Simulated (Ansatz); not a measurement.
Starting cell, HfN (rock salt):

```
CELL_PARAMETERS angstrom
      0.00000     2.27394     2.27394
      2.27394     0.00000     2.27394
      2.27394     2.27394     0.00000
ATOMIC_POSITIONS crystal
  N  0.00000 0.00000 0.00000
  Hf 0.50000 0.50000 0.50000
```

The atoms are displaced by Q × the pattern below (from a DFPT mode at Γ, largest move 1; Q in Å), at fixed cell. It is one choice among 3 degenerate patterns.

```json
[
 {"atom": "N1", "x": "0.000", "y": "0.000", "z": "-1.000"},
 {"atom": "Hf2", "x": "0.000", "y": "0.000", "z": "0.078"}
]
```

Calculation: PBE (plane waves to 420 eV, PAW, scalar-relativistic; Ansatz, a first-principles code). k mesh 18×18×18 (Γ-centred), Fermi-Dirac smearing 0.05 eV. Energies are smeared free energies. With partly filled bands, energies and forces of such displacements shift with the k mesh and the smearing. HfN is run without spin polarisation. HfN was relaxed with its symmetry unable to fall. Spin-orbit coupling is left out, though Hf is heavy. ΔE is measured from the undisplaced structure.

The scan covers Q from -0.100 to 0.100 Å in 13 points.

Task: Is this a single well or a double well?

Result: A single well with its minimum at or next to zero displacement.

Task: Which space group does the distorted structure have?

Result: I4mm (No. 107), lowered from Fm-3m.

Task: Is the energy the same for equal positive and negative displacements?

Result: Even: the same for both signs.

Task: What is the energy change at Q = 0.100 Å?

Result: 64 meV/cell.

Task: What harmonic wavenumber does the curvature at Q = 0 give?

Result: 478 cm⁻¹.

(A displaced cell: forces are minus the slopes of the energy, force constants its curvatures, and phonons follow from these.)
